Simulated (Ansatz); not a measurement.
**Question.** Each is relaxed and computed with r²SCAN (plane waves, PAW; program Ansatz). Which is the only one with a gap?
A) AlRu2C, P6_3/mmc (Al on 2d, Ru on 4f, C on 2a)
B) Al2O3, Pbcn (Al on 8d, O on 8d, O on 4c)
C) Sc2AlC, P6_3/mmc (Sc on 4f, Al on 2d, C on 2a)
D) Mo2C, Pbcn (Mo on 8d, C on 4c)

**Answer.** B, Al2O3, Pbcn (Al on 8d, O on 8d, O on 4c). Al2O3: gap 6.56 eV (direct); AlRu2C: metal; Sc2AlC: metal; Mo2C: metal. Typed or built starts, not in the databases checked: AlRu2C, P6_3/mmc (Al on 2d, Ru on 4f, C on 2a). Not the usual ambient phase: Al2O3, Pbcn (Al on 8d, O on 8d, O on 4c). Standing as an ambient phase not checked: Sc2AlC, P6_3/mmc (Sc on 4f, Al on 2d, C on 2a); Mo2C, Pbcn (Mo on 8d, C on 4c). All cells were relaxed under the symmetry of their starts (and spin orders); stability against distortions was not tested throughout. Rows with no word on spin ran without spin polarisation. Scalar-relativistic: spin–orbit coupling is off unless named, which matters more the heavier the elements.

Potentials: the later of the program's two PAW sets.
